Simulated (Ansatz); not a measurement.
ScAs (rock salt, space group No. 225) at seven volumes, LDA in the plane-wave PAW code Ansatz, scaled uniformly. One row is withheld.

```tsv
V (Å³/atom)	P (GPa)
17.460	11.25
18.035	6.92
18.611	3.20
19.187	0.00
19.762	-2.76
20.338	-5.14
20.913	?
```

### Question
Fit the shown pressures and predict the withheld one.

### Answer
P = (3/2)B₀(x^(7/2) − x^(5/2))[1 + (3/4)(B′ − 4)(x − 1)] with x = (V₀/V)^(2/3). Least squares on the six rows gives V₀ = 19.186 Å³/atom, B₀ = 99.0 GPa, B′ = 3.96. At V = 20.913, x = 0.9442 and P = -7.19 GPa. The run itself gave -7.20 GPa.

Space group Fm-3m (rock salt). The first step of the workflow began from a Materials Project structure, measured or hypothetical; the Crystallography Open Database files this formula in space group No. 225, but the cells were not matched. Its standing as an ambient phase is unchecked. The cell was relaxed with LDA under the symmetry of its start; of distortions, only those at the zone centre were tested. The run is not spin-polarised.

Potentials: the later of the program's two PAW sets.
